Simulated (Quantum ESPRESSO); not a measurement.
Band energies of BePd

```
CELL_PARAMETERS angstrom
      2.81164     0.00000     0.00000
      0.00000     2.81164     0.00000
      0.00000     0.00000     2.81164
ATOMIC_POSITIONS crystal
  Be 0.00000 0.00000 0.00000
  Pd 0.50000 0.50000 0.50000
```

norm-conserving PBEsol (Quantum ESPRESSO, 88 Ry, no spin-orbit coupling); path ΓXMΓRX,MR; energies in eV from the Fermi level.

```
k (1/Å)  point  band 7  band 8  band 9  band 10  band 11  band 12  band 13  band 14
-------  -----  ------  ------  ------  -------  -------  -------  -------  -------
0.00         Γ   -5.63   -5.63   -2.33    -2.33    -2.33     5.40     5.40     5.40
0.67             -5.32   -4.94   -3.43    -3.43    -2.24     1.57     8.06     8.06
1.12         X   -5.14   -4.71   -3.89    -3.89    -2.19    -0.02    10.25    10.25
1.34             -5.18   -5.02   -3.84    -3.44    -2.32    -0.03     9.05    10.12
2.12             -4.95   -3.37   -3.33    -2.23    -1.90    -1.02     5.60     6.12
2.23         M   -4.91   -3.36   -3.36    -1.88    -1.88    -1.29     5.45     6.07
2.76             -5.48   -3.73   -3.46    -3.32    -3.11     0.99     5.61     9.15
3.39             -5.43   -5.32   -2.98    -2.71    -2.51     4.26     5.32     6.58
3.81         Γ   -5.63   -5.63   -2.33    -2.33    -2.33     5.40     5.40     5.40
4.12             -5.49   -5.49   -2.63    -2.53    -2.53     5.18     5.18     5.75
4.73             -4.73   -4.73   -3.60    -3.60    -3.22     4.43     4.43     6.71
5.44             -6.19   -6.19   -1.67    -1.67     2.45     4.95     4.95     5.19
5.75         R   -6.42   -6.42   -1.22    -1.22     4.81     5.57     5.57     5.57
6.03             -6.26   -6.18   -1.75    -1.45     3.32     3.60     5.15     6.42
6.59             -5.30   -5.15   -3.86    -3.09    -0.49     0.34     7.35     7.36
7.24             -5.12   -4.82   -3.92    -3.75    -2.21    -0.02     9.94    10.17
7.33         X   -5.14   -4.71   -3.89    -3.89    -2.19    -0.02    10.25    10.25
7.33         M   -4.91   -3.36   -3.36    -1.88    -1.88    -1.29     5.45     6.07
7.74             -4.87   -4.87   -4.04    -1.27     0.25     0.25     5.50     5.84
8.45         R   -6.42   -6.42   -1.22    -1.22     4.81     5.57     5.57     5.57
```

A metal at this level: along this path bands 11, 12 cross the Fermi level.

Spin-orbit splittings are left out.

Geometry of the Materials Project entry, not relaxed at this level.
